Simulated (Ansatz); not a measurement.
A generator proposed this cell of RbGa3Te2.

```yaml
crystal:
  lattice:
    - [6.59568, 0.00000, 0.00000]
    - [-3.29784, 5.71203, 0.00000]
    - [0.00000, 0.00000, 3.94261]
  atoms:
    - { symbol: Rb, position: [0.00000, 0.00000, 0.00000] }
    - { symbol: Ga, position: [0.50000, 0.00000, 0.50000] }
    - { symbol: Ga, position: [0.00000, 0.50000, 0.50000] }
    - { symbol: Ga, position: [0.50000, 0.50000, 0.50000] }
    - { symbol: Te, position: [0.66667, 0.33333, 0.00000] }
    - { symbol: Te, position: [0.33333, 0.66667, 0.00000] }
```

Theory: Ansatz 0.2.0, DFT PBE, scalar-relativistic, plane waves, PAW. Cutoff 420 eV; k points 3×3×4 on the computed 6-atom cell (Γ-centred); Gaussian smearing, width 0.10 eV; no spin polarisation.

The zero of energy is the elements' standard structures at the same level; no fitted shifts are applied.

Question: What does a single point on this coarse mesh give?

Answer: The pressure is 11.8 GPa (the mean over three directions, positive in compression), the largest force is 0.00 eV/Å (symmetry fixes the atoms), and the energy is +0.10 eV/atom against the elements. The shortest distance is 2.74 Å.

Question: Is it a good guess?

Answer: A rough one: relaxing gains about 0.25 eV/atom (the start's value is from the coarse mesh, so the gain is rough) in 18 ionic steps and ends at −0.15 eV/atom on the finer mesh. The symmetry stays P6/mmm (No. 191). The volume per atom grows by 26.7 %, from 24.8 to 31.4 Å³. The shortest distance goes from 2.74 Å (Ga–Te) to 3.11 Å (Ga–Te). The ratio c/a of the conventional cell changes by a factor of 1.22. Conventional cell: a = 6.675 Å, c = 4.876 Å. Rb has 6 Te at 3.85 Å and 12 Ga at 4.13 Å; Ga has 4 Te at 3.11 Å, 4 Ga at 3.34 Å and 4 Rb at 4.13 Å; Te has 6 Ga at 3.11 Å, 3 Rb at 3.85 Å and 3 Te at 3.85 Å.

The last run used a 6×6×8 mesh (in the run's order of axes) for its 6-atom cell and Gaussian smearing of 0.10 eV. These runs have no spin–orbit coupling, which can matter for Te. The reference form of Te is held partly by dispersion forces, which this level lacks. The relaxation can't lower the symmetry of the start, and the grade says only how near the guess is to its own end. Symmetry constrained the relaxation, so the result can be a saddle point. Another cell of RbGa3Te2 relaxed alike, in Cmmm, lies 145 meV/atom lower, so this cell isn't the stable form at this level.
